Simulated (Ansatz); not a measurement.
Starting cell, Te (trigonal-Te type, space group P3_121):

```xyz
3
Lattice="4.5211 0.0000 0.0000 -2.2606 3.9154 0.0000 0.0000 0.0000 5.9549" Properties=species:S:1:pos:R:3 pbc="T T T"
Te     1.2122     0.0000     1.9850
Te    -0.6061     1.0498     3.9699
Te     1.6544     2.8656     0.0000
```

In each cell atom 1 (Te, nearest neighbour Te at 2.889 Å; its periodic images, 4.5 Å or more away, move with it) moves by s·(0.707, 0.707, 0.000) (along Cartesian [110]), the rest being held.

Computed with PBE (plane waves to 420 eV, PAW, scalar-relativistic; Ansatz, an electronic-structure program). k mesh 7×7×5 (Γ-centred), Fermi-Dirac smearing 0.05 eV. Energies are smeared free energies. As the smearing reaches across the gap at some points, energies and forces of such displacements shift with the k mesh and the smearing. Spin-orbit coupling is left out, though Te is heavy. Te was relaxed with its symmetry unable to fall. The PAW data are Ansatz's earlier set. ΔE is measured from the undisplaced structure. The last digit holds for this mesh only.

```tsv
s (Å)	ΔE (meV/cell)
-0.290	135.9
-0.232	withheld
-0.174	45.5
-0.116	19.4
-0.058	4.6
0.000	0.0
0.058	4.4
0.116	16.5
0.174	35.1
0.232	58.8
0.290	86.0
```

Fit a polynomial form (powers 2, 3, 4) to the given rows and predict ΔE at s = -0.232.

Least squares on the 10 given rows: ΔE = (1340)·s² + (-1020)·s³ + (-240.5)·s⁴, in meV/cell with s in Å; root-mean-square residual 0.12 meV/cell. At -0.232 the fit gives 84.2 meV/cell; the calculation gives 84.0 meV/cell, so the interpolation is off by 0.2 (+0.2 %). The quadratic term alone would give 72.1 meV/cell.

(A displaced cell: forces are minus the slopes of the energy, force constants its curvatures, and phonons follow from these.)
